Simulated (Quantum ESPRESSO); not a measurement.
## Ga3InO4FN (input and log of a self-consistent run)

A calculation, not a measurement. The program is pw.x of Quantum ESPRESSO 7.5 (plane-wave density functional theory). The cell is made up: 10 atoms on a corundum lattice, with randomly drawn elements, strain and displacements, not relaxed. PseudoDojo standard norm-conserving files (v0.5 for PBE, v0.4.1 for LDA and PBEsol) set the functional; there is no spin polarisation, spin-orbit coupling or dispersion term, and the masses in the input are unused placeholders.

Input:

```
&control calculation='scf', pseudo_dir='./dojo.nc.sr.pbe.v0_5.standard.upf', outdir='./o', disk_io='medium', tprnfor=.true., tstress=.true. /
&system ibrav=0, nat=10, ntyp=5, nbnd=50, ecutwfc=84.00895049, nosym=.true., tot_charge=0,
 occupations='smearing', smearing='fd', degauss=0.0018374661
/
&electrons conv_thr=7.350e-09, electron_maxstep=60, /
ATOMIC_SPECIES
F 1.0 F.upf
Ga 1.0 Ga.upf
In 1.0 In.upf
N 1.0 N.upf
O 1.0 O.upf
CELL_PARAMETERS angstrom
2.6999 1.4453 4.6346
-2.5229 1.3706 4.56
0.0238 -3.0475 4.6718
ATOMIC_POSITIONS angstrom
Ga 0.0497 -0.0978 4.9076
In 0.1054 -0.0017 2.0056
Ga 0.0848 -0.0983 8.9769
Ga 0.1074 -0.2431 11.8324
O -0.9269 1.3702 8.0992
O -0.7374 -1.8592 8.0341
F 1.906 0.0742 8.1189
O 1.0514 -1.5209 5.8346
O 0.8022 1.4823 5.786
N -1.7335 -0.2541 5.7217
K_POINTS automatic
5 5 5 1 1 1
```

The log is shortened where brackets say so; the opening notice, blank lines, dates and the lines on written files are dropped, and the path of the files is cut. It prints rydbergs, bohrs and kilobars, and counts compression as positive stress.

```
     Program PWSCF v.7.5
     Parallel version (MPI & OpenMP), running on       1 processor cores
     Number of MPI processes:                 1
     Threads/MPI process:                     1
     [start-up lines left out]
     bravais-lattice index     =            0
     lattice parameter (alat)  =      10.4974  a.u.
     unit-cell volume          =     725.3199 (a.u.)^3
     number of atoms/cell      =           10
     number of atomic types    =            5
     number of electrons       =        88.00
     number of Kohn-Sham states=           50
     kinetic-energy cutoff     =      84.0090  Ry
     charge density cutoff     =     336.0358  Ry
     scf convergence threshold =      7.3E-09
     mixing beta               =       0.7000
     number of iterations used =            8  plain     mixing
     Exchange-correlation= PBE
                           (   1   4   3   4   0   0   0)
     [axes and pseudopotential details left out]
   Cartesian axes
     site n.     atom                  positions (alat units)
         1        Ga     tau(   1) = (   0.0089469  -0.0176058   0.8834586  )
         2        In     tau(   2) = (   0.0189739  -0.0003060   0.3610450  )
         3        Ga     tau(   3) = (   0.0152656  -0.0176958   1.6160077  )
         4        Ga     tau(   4) = (   0.0193340  -0.0437625   2.1300504  )
         5        O      tau(   5) = (  -0.1668591   0.2466613   1.4580055  )
         6        O      tau(   6) = (  -0.1327456  -0.3346903   1.4462863  )
         7        F      tau(   7) = (   0.3431152   0.0133574   1.4615518  )
         8        O      tau(   8) = (   0.1892714  -0.2737901   1.0503357  )
         9        O      tau(   9) = (   0.1444108   0.2668414   1.0415868  )
        10        N      tau(  10) = (  -0.3120620  -0.0457427   1.0300116  )
     number of k points=    63  Fermi-Dirac smearing, width (Ry)=  0.0018
                       cart. coord. in units 2pi/alat
        k(    1) = (  -0.0017466   0.0020359   0.1202416), wk =   0.0320000
        k(    2) = (   0.0007175  -0.2460869   0.1961832), wk =   0.0320000
     [further k points left out]
     Dense  grid:    75427 G-vectors     FFT dimensions: (  64,  60,  64)
     Estimated max dynamical RAM per process >     122.21 MB
     Initial potential from superposition of free atoms
     starting charge      87.9881, renormalised to      88.0000
     Starting wfcs are   60 randomized atomic wfcs
     total cpu time spent up to now is       33.4 secs
     per-process dynamical memory:    72.6 Mb
     Self-consistent Calculation
     iteration #  1     ecut=    84.01 Ry     beta= 0.70
     Davidson diagonalization with overlap
     ethr =  1.00E-02,  avg # of iterations =  2.6
     total cpu time spent up to now is      100.0 secs
     total energy              =    -792.96591204 Ry
     estimated scf accuracy    <       2.53100469 Ry
     iteration #  2     ecut=    84.01 Ry     beta= 0.70
     Davidson diagonalization with overlap
     ethr =  2.88E-03,  avg # of iterations =  3.1
     total cpu time spent up to now is      173.5 secs
     total energy              =    -793.48635570 Ry
     estimated scf accuracy    <       3.49856208 Ry
     iteration #  3     ecut=    84.01 Ry     beta= 0.70
     Davidson diagonalization with overlap
     ethr =  2.88E-03,  avg # of iterations =  2.2
     total cpu time spent up to now is      242.3 secs
     total energy              =    -794.15114760 Ry
     estimated scf accuracy    <       0.18483717 Ry
     iteration #  4     ecut=    84.01 Ry     beta= 0.70
     Davidson diagonalization with overlap
     ethr =  2.10E-04,  avg # of iterations =  2.9
     total cpu time spent up to now is      299.6 secs
     total energy              =    -794.18487963 Ry
     estimated scf accuracy    <       0.01104016 Ry
     iteration #  5     ecut=    84.01 Ry     beta= 0.70
     Davidson diagonalization with overlap
     ethr =  1.25E-05,  avg # of iterations =  7.5
     total cpu time spent up to now is      379.0 secs
     total energy              =    -794.18759998 Ry
     estimated scf accuracy    <       0.00477905 Ry
     [iterations 6 to 8 left out]
     iteration #  9     ecut=    84.01 Ry     beta= 0.70
     Davidson diagonalization with overlap
     ethr =  3.09E-08,  avg # of iterations =  2.0
     total cpu time spent up to now is      596.2 secs
     total energy              =    -794.18843982 Ry
     estimated scf accuracy    <       0.00000311 Ry
     iteration # 10     ecut=    84.01 Ry     beta= 0.70
     Davidson diagonalization with overlap
     ethr =  3.54E-09,  avg # of iterations =  3.8
     total cpu time spent up to now is      662.9 secs
     total energy              =    -794.18844068 Ry
     estimated scf accuracy    <       0.00000140 Ry
     iteration # 11     ecut=    84.01 Ry     beta= 0.70
     Davidson diagonalization with overlap
     ethr =  1.59E-09,  avg # of iterations =  2.0
     total cpu time spent up to now is      715.5 secs
     total energy              =    -794.18844071 Ry
     estimated scf accuracy    <       0.00000030 Ry
     iteration # 12     ecut=    84.01 Ry     beta= 0.70
     Davidson diagonalization with overlap
     ethr =  3.40E-10,  avg # of iterations =  3.0
     total cpu time spent up to now is      767.9 secs
     total energy              =    -794.18844076 Ry
     estimated scf accuracy    <       0.00000002 Ry
     iteration # 13     ecut=    84.01 Ry     beta= 0.70
     Davidson diagonalization with overlap
     ethr =  1.89E-11,  avg # of iterations =  4.0
     total cpu time spent up to now is      846.5 secs
     End of self-consistent calculation
     [lines on levels left out]
!    total energy              =    -794.18844076 Ry
     estimated scf accuracy    <          4.6E-09 Ry
     smearing contrib. (-TS)   =      -0.00000000 Ry
     internal energy E=F+TS    =    -794.18844076 Ry
     The total energy is F=E-TS. E is the sum of the following terms:
     one-electron contribution =    -218.82482385 Ry
     hartree contribution      =     191.14010305 Ry
     xc contribution           =    -217.21047582 Ry
     ewald contribution        =    -549.29324413 Ry
     convergence has been achieved in  13 iterations
     Forces acting on atoms (cartesian axes, Ry/au):
     atom    1 type  2   force =    -0.01512765    0.06095683    0.10232569
     atom    2 type  3   force =    -0.05214592   -0.01405292   -0.10213967
     atom    3 type  2   force =    -0.04024299    0.00415905    0.08225208
     atom    4 type  2   force =     0.08016851   -0.02474774   -0.07272048
     atom    5 type  5   force =     0.03594184   -0.00501389    0.02722101
     atom    6 type  5   force =    -0.03471096    0.09755160    0.09418060
     atom    7 type  1   force =    -0.01987729   -0.06991971    0.01116144
     atom    8 type  5   force =     0.05868162    0.08935269   -0.06087810
     atom    9 type  5   force =    -0.03189330    0.00970650   -0.02790265
     atom   10 type  4   force =     0.01920615   -0.14799242   -0.05349992
     Total force =     0.343086     Total SCF correction =     0.000217
     Computing stress (Cartesian axis) and pressure
          total   stress  (Ry/bohr**3)                   (kbar)     P=      123.41
   0.00074987  -0.00023809  -0.00037133          110.31      -35.02      -54.62
  -0.00023809   0.00100916   0.00031049          -35.02      148.45       45.67
  -0.00037133   0.00031049   0.00075765          -54.62       45.67      111.45
     init_run     :     29.67s CPU     33.16s WALL (       1 calls)
     electrons    :    782.30s CPU    813.13s WALL (       1 calls)
     forces       :      7.74s CPU      7.83s WALL (       1 calls)
     stress       :     30.10s CPU     30.25s WALL (       1 calls)
     [timing details left out]
     PWSCF        :  14m10.42s CPU  14m47.21s WALL
     JOB DONE.
```

In other units: free energy -10805.484 eV for the cell, pressure 12.34 GPa, largest force component 3.805 eV/Å. A rerun of a related cell, with the same atoms placed differently, at a cutoff of 1437 eV and k mesh 7 x 7 x 7 moved values by no more than 0.004 eV in energy, 0.03 GPa in stress and 0.002 eV/Å in force.